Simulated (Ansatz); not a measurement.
The calculation used Ansatz 0.2.0, DFT, BLYP, plane waves (420 eV) with PAW, scalar-relativistic. (PAW data from PBE, frozen cores regenerated.)

An element in the diamond structure gives this curve. The cell is scaled uniformly from the relaxed one, with fractional coordinates and shape fixed. Energies are extrapolated to zero smearing, pressures are those at the given smearing. Magnetic state: spin not included.

```tsv
V (Å³/atom)	E − E₀ (meV/atom)	P (GPa)
19.645	230.3	31.32
20.538	93.7	18.45
21.431	21.2	8.19
22.324	-0.1	0.01
23.217	19.5	-6.50
24.110	71.4	-11.67
25.003	149.0	-15.75
```

(1) Which element is it?
A. molybdenum
B. silicon
C. osmium
D. chromium

Results:

(1) C. Its fit is V₀ = 22.31 Å³/atom, B₀ = 182 GPa, B₀′ = 4.7.
